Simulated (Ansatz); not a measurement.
InSb (zinc blende, F-43m) at seven volumes, the program Ansatz at the r²SCAN level (PAW), scaled uniformly. One row is withheld.

```
V (Å³/atom)  P (GPa)
-----------  -------
32.074          5.13
33.131             ?
34.188          1.42
35.246          0.00
36.303         -1.19
37.360         -2.20
38.418         -3.04
```

### Question
Fit the shown pressures and predict the withheld one.

### Answer
Third-order Birch–Murnaghan: P = (3/2)B₀(x^(7/2) − x^(5/2))[1 + (3/4)(B′ − 4)(x − 1)] with x = (V₀/V)^(2/3). Least squares on the six rows gives V₀ = 35.246 Å³/atom, B₀ = 43.36 GPa, B′ = 4.80. At V = 33.131, x = 1.0421 and P = 3.11 GPa. The run itself gave 3.11 GPa.

The cell was relaxed with r²SCAN under the symmetry of its start. Scalar-relativistic: spin–orbit coupling is off unless named, which matters more the heavier the elements.

Potentials: the earlier of the program's two PAW sets.
